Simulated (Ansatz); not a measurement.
V2O3 in space group C2/c (No. 15; V on 8f, O on 8f, O on 4e), PBEsol (plane waves, PAW; program Ansatz), all energies at zero smearing, with the estimated change up to a 700 eV cutoff added, with one set of potentials and settings (totals compare only within such a set). Cell of 10 atoms (4 V, 6 O): -14914.508 eV.

```csv
element,reference phase,E (eV/atom)
V,"Im-3m, 1 atoms in the cell",-2885.2930
O,"C2/m, 4 atoms in the cell, spin-polarised",-558.3554
```

Formation energy per atom, worked out: (-14914.508 − 4×(-2885.2930) − 6×(-558.3554))/10 = -2.320 eV/atom (-224 kJ per mol of atoms), at 0 K, without zero-point energy or fitted corrections.

The workflow started from a Materials Project entry (that database holds measured and hypothetical structures alike); the Crystallography Open Database files this formula in space group No. 15, but the cells were not matched. It is not the phase usual at ambient conditions (space group No. 167). Symmetry was held in the PBEsol relaxation, as lowered by the spin order; whether a distortion lowers the energy is not shown. Magnetic state: antiferromagnetic, chosen from 3 collinear starts compared on coarse meshes (ties went to the first, and starts can fall back to one state), not a proven ground state. No Hubbard U is applied. The references are the lowest solids computed at this level, not always the standard phases (solids in place of the gases).

Potentials: the later of the program's two PAW sets.
